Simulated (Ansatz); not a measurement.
TiO2 (rutile, P4_2/mnm) at seven volumes, r²SCAN in the plane-wave PAW code Ansatz, shape and atoms relaxed at each. One row is withheld.

| V (Å³/atom) | P (GPa) |
|---|---|
| 9.466 | 27.29 |
| 9.778 | 16.59 |
| 10.090 | 7.56 |
| 10.402 | 0.00 |
| 10.714 | -6.29 |
| 11.026 | -11.40 |
| 11.339 | ? |

**Question.** Fit the shown pressures and predict the withheld one.

**Answer.** Third-order Birch–Murnaghan: P = (3/2)B₀(x^(7/2) − x^(5/2))[1 + (3/4)(B′ − 4)(x − 1)] with x = (V₀/V)^(2/3). Least squares on the six rows gives V₀ = 10.404 Å³/atom, B₀ = 228.0 GPa, B′ = 5.03. At V = 11.339, x = 0.9442 and P = -15.81 GPa. The run itself gave -15.43 GPa.

The cell was relaxed with r²SCAN under the symmetry of its start. No spin polarisation was allowed.

Potentials: the later of the program's two PAW sets.
